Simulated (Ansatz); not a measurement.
**Calculated with Ansatz: Lu2Pd2Pb, vacancy hop by nudged elastic band**

Launch command:

```bash
ansatz run input.yaml --threads 4 --pin off --max-ram 8192MiB --backend cpu --events-out ev --progress --plain --runs-dir out
```

The input file (Ansatz 0.2.0, plane waves):

```yaml
crystal:
  lattice:
    - [7.5970045, 0.0, 0.0]
    - [0.0, 7.5970045, 0.0]
    - [0.0, 0.0, 7.03095706]
  atoms:
    - { symbol: Pd, position: [0.36859989, 0.86943263, 0.00079356] }
    - { symbol: Pd, position: [0.12551512, 0.37574304, 0.00035826] }
    - { symbol: Pd, position: [0.62759072, 0.12600947, -0.00428062] }
    - { symbol: Pd, position: [0.87543935, 0.62829521, -0.0010499] }
    - { symbol: Lu, position: [0.1657013, 0.66600982, 0.25432214] }
    - { symbol: Lu, position: [0.32924823, 0.16421827, 0.25164466] }
    - { symbol: Lu, position: [0.83309465, 0.33458037, 0.25089037] }
    - { symbol: Lu, position: [0.67244177, 0.83182291, 0.25373517] }
    - { symbol: Pb, position: [-0.0016237, 0.00068257, -0.00066499] }
    - { symbol: Pb, position: [0.49670812, 0.49975552, 0.00212096] }
    - { symbol: Pd, position: [0.37307769, 0.86550912, 0.50287678] }
    - { symbol: Pd, position: [0.12914397, 0.3745987, 0.49996529] }
    - { symbol: Pd, position: [0.62856938, 0.13069679, 0.50353714] }
    - { symbol: Pd, position: [0.87339412, 0.62672094, 0.50253064] }
    - { symbol: Lu, position: [0.33363376, 0.16782721, 0.75376737] }
    - { symbol: Lu, position: [0.83160044, 0.33136727, 0.75036255] }
    - { symbol: Lu, position: [0.66859492, 0.8330248, 0.74807435] }
    - { symbol: Pb, position: [0.00086256, 0.00439173, 0.50000712] }
    - { symbol: Pb, position: [0.49665605, 0.49888955, 0.50350644] }
kpoints:
  mp_grid: { grid: [2, 2, 2] }
magnetization:
  spin_polarized: false
scf:
  occupations: { method: gaussian, width: 0.1 }
hamiltonian:
  pseudopotentials: { kind: paw }
  xc: pbesol
basis:
  ecutwfc: 420
neb:
  images: 5
  relax_end_points: true
  climbing: true
  f_tol: 0.05
  max_iterations: 40
  order_check: false
  final_atoms:
    - { symbol: Pd, position: [0.36859989, 0.86943263, 0.00079356] }
    - { symbol: Pd, position: [0.12551512, 0.37574304, 0.00035826] }
    - { symbol: Pd, position: [0.62759072, 0.12600947, -0.00428062] }
    - { symbol: Pd, position: [0.87543935, 0.62829521, -0.0010499] }
    - { symbol: Lu, position: [0.1657013, 0.66600982, 0.25432214] }
    - { symbol: Lu, position: [0.32924823, 0.16421827, 0.25164466] }
    - { symbol: Lu, position: [0.83309465, 0.33458037, 0.25089037] }
    - { symbol: Lu, position: [0.67244177, 0.83182291, 0.25373517] }
    - { symbol: Pb, position: [-0.0016237, 0.00068257, -0.00066499] }
    - { symbol: Pb, position: [0.49670812, 0.49975552, 0.00212096] }
    - { symbol: Pd, position: [0.37307769, 0.86550912, 0.50287678] }
    - { symbol: Pd, position: [0.12914397, 0.3745987, 0.49996529] }
    - { symbol: Pd, position: [0.62856938, 0.13069679, 0.50353714] }
    - { symbol: Pd, position: [0.87339412, 0.62672094, 0.50253064] }
    - { symbol: Lu, position: [0.33363376, 0.16782721, 0.75376737] }
    - { symbol: Lu, position: [0.83160044, 0.33136727, 0.75036255] }
    - { symbol: Lu, position: [0.17380277, 0.66556496, 0.75167246] }
    - { symbol: Pb, position: [0.00086256, 0.00439173, 0.50000712] }
    - { symbol: Pb, position: [0.49665605, 0.49888955, 0.50350644] }
```

Origin of the cell: a database entry, scaled a little.

The cell is 1×1×2 cells of Lu2Pd2Pb with one Lu taken out; atom 17 (Lu) hops into the empty site, 3.97 Å away before the end points are relaxed. All atoms were shaken by about 0.02 Å first.

Output (shortened):

```
SCF iter   1: F=—  HF=-204565.588740 eV  Δρ=8.92e-3  dr2=5.92e-1  defer=30
SCF iter   2: F=—  HF=-204565.590017 eV  Δρ=1.31e-2  dr2=7.88e-1  defer=234
SCF iter   3: F=—  HF=-204565.452639 eV  Δρ=4.28e-3  dr2=8.37e-2  defer=234
[… 4 lines left out …]
SCF iter   8: F=—  HF=-204565.432896 eV  Δρ=2.85e-5  dr2=3.53e-6  defer=211
SCF iter   9: F=—  HF=-204565.432896 eV  Δρ=1.00e-5  dr2=3.79e-7  defer=211
SCF iter  10: F=-204565.432896 eV  HF=-204565.432896 eV  Δρ=4.15e-6  dr2=6.51e-8
NEB iter   1: max|band force component| = 8.988e0 eV/Å  barrier→ = 8.6379 eV  barrier← = 8.6379 eV  Δτ_max = 0.2000 Å  (79 SCF iters)
NEB iter   2: max|band force component| = 3.776e0 eV/Å  barrier→ = 4.2419 eV  barrier← = 4.2418 eV  Δτ_max = 0.2000 Å  (56 SCF iters)
NEB iter   3: max|band force component| = 2.279e0 eV/Å  barrier→ = 2.3979 eV  barrier← = 2.3978 eV  Δτ_max = 0.1956 Å  (57 SCF iters)
NEB iter   4: max|band force component| = 1.530e0 eV/Å  barrier→ = 1.9760 eV  barrier← = 1.9760 eV  Δτ_max = 0.1977 Å  (53 SCF iters)
NEB iter   5: max|band force component| = 1.031e0 eV/Å  barrier→ = 1.9501 eV  barrier← = 1.9500 eV  Δτ_max = 0.1981 Å  (53 SCF iters)
NEB iter   6: max|band force component| = 3.306e-1 eV/Å  barrier→ = 1.9286 eV  barrier← = 1.9285 eV  CI = image 4  Δτ_max = 0.0852 Å  (51 SCF iters)
NEB iter   7: max|band force component| = 2.503e-1 eV/Å  barrier→ = 1.9111 eV  barrier← = 1.9110 eV  CI = image 4  Δτ_max = 0.0594 Å  (49 SCF iters)
NEB iter   8: max|band force component| = 1.065e-1 eV/Å  barrier→ = 1.9011 eV  barrier← = 1.9010 eV  CI = image 4  Δτ_max = 0.0639 Å  (46 SCF iters)
NEB iter   9: max|band force component| = 5.145e-2 eV/Å  barrier→ = 1.8985 eV  barrier← = 1.8984 eV  CI = image 4  Δτ_max = 0.0129 Å  (42 SCF iters)
NEB iter  10: max|band force component| = 2.586e-2 eV/Å  barrier→ = 1.8981 eV  barrier← = 1.8981 eV  CI = image 4  Δτ_max = 0.0000 Å  (38 SCF iters)
--- NEB band (7 images, 10 band iterations, 524 SCF iterations, 131 more in tests of the images' electronic states and relaxations of end points) ---
  forward barrier  = 1.898138 eV
  backward barrier = 1.898067 eV
  lagrangian_above_aufbau_ev (what the smearing adds, to first order; not taken off the barriers): saddle image -0.018665 eV, end points -0.022280 and -0.022393 eV
  climbing image's point = of an order that was not read
  energies are F+E_penalty+E_count in eV, relative to image 0
  image     s (Å)  Δ vs image 0  max|band force component| (eV/Å)
      0    0.0000      0.000000                                 —
      1    1.0590      0.147696                          1.331e-2
      2    2.1180      0.250870                          2.586e-2
      3    3.1769      1.031211                          1.135e-2
  *   4    4.2358      1.898138                          1.222e-2
      5    5.3607      0.951089                          6.834e-3
      6    6.4857      0.000072                                 —
```

The converged band:

```
image  path over all atoms (Å)  ΔF (eV)  Lu x     y  z (Å)
    0                     0.00    0.000  5.24  6.18   5.28
    1                     1.06    0.148  5.10  6.38   5.28
    2                     2.12    0.251  4.75  6.31   5.28
    3                     3.18    1.031  4.10  5.95   5.28
    4                     4.24    1.898  3.15  5.54   5.28
    5                     5.36    0.951  2.16  5.32   5.28
    6                     6.49    0.000  1.45  5.21   5.28
```

Highest image (4), forces in eV/Å:

```xyz
19
Lattice="7.597 0.000 0.000 0.000 7.597 0.000 0.000 0.000 7.031" Properties=species:S:1:pos:R:3:forces:R:3 pbc="T T T" image=4
Pd    2.583    6.977    0.377   -0.001    0.006   -0.002
Pd    1.114    3.264   -0.319    0.006    0.003   -0.002
Pd    4.888    0.782    0.225    0.003    0.002   -0.001
Pd    6.421    4.798   -0.301    0.006   -0.008   -0.003
Lu    1.166    5.049    1.767   -0.010   -0.007    0.000
Lu    2.182    1.651    1.767   -0.008   -0.007    0.000
Lu    6.483    2.613    1.767    0.002    0.002    0.000
Lu    4.989    5.994    1.767    0.001    0.010    0.000
Pb   -0.126   -0.243   -0.224   -0.004   -0.004    0.003
Pb    3.989    3.425    0.094    0.002    0.003   -0.012
Pd    2.583    6.977    3.156   -0.001    0.006    0.002
Pd    1.114    3.264    3.853    0.006    0.003    0.002
Pd    4.888    0.782    3.309    0.003    0.002    0.001
Pd    6.421    4.798    3.835    0.006   -0.008    0.003
Lu    2.512    1.270    5.282   -0.003   -0.004    0.000
Lu    6.338    2.309    5.282   -0.004    0.004    0.000
Lu    3.154    5.540    5.282   -0.001   -0.005    0.000
Pb   -0.126   -0.243    3.758   -0.004   -0.004   -0.003
Pb    3.989    3.425    3.440    0.002    0.003    0.012
```

Barrier of this path: 1.90 eV forwards, 1.90 eV backwards, after 10 band iterations.

Caveats: no moments, though an odd count or open d shells may carry them; no spin-orbit coupling, though heavy elements are present; the k mesh is coarse if the cell is a metal; a small cell with a neutral vacancy and no spin, whose shape can make like sites unlike; the cell is held at a rescaled volume, and strain moves barriers; the hop was drawn among near neighbours and need not be the easiest path; few images and a loose tolerance, and neither the top nor the ends were tested for their order.

It ran for 51 min on 4 threads of Arm Neoverse N1 (shared host), peak memory 4.1 GiB, from the program's own first density.
